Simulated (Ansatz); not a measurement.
Cu2O in space group Pn-3m (No. 224; Cu on 4c, O on 2a), LDA in the plane-wave PAW code Ansatz. The conduction-band minimum lies at Γ, with 1 equivalent valley. Second derivatives d²E/dk² of the lowest band at one valley (eV·Å²), along Cartesian directions:

```csv
direction,d²E/dk²
[100],7.868
[010],7.868
[001],7.868
[110],7.868
[101],7.868
[011],7.868
```

Find the principal effective masses, the density-of-states mass and the conductivity mass.

Off-diagonal terms follow from H_xy = H[110] − (H_xx + H_yy)/2, and m*/mₑ = 7.620 eV·Å² over each eigenvalue: 0.97, 0.97, 0.97. One valley's DOS mass (m₁m₂m₃)^(1/3) = 0.97, conductivity mass 3/(Σ 1/mᵢ) = 0.97 mₑ.

What effective density of states Nc follows at 300 K for parabolic valleys?

Nc = 2.509e19 × 1 × (0.97)^(3/2) ≈ 2.4e19 cm⁻³.

The LDA relaxation kept the symmetry of its start. The run is not spin-polarised. No Hubbard U is applied.

Potentials: the later of the program's two PAW sets.

Edges and masses are those of Kohn–Sham bands, whose gap is no quasiparticle gap.
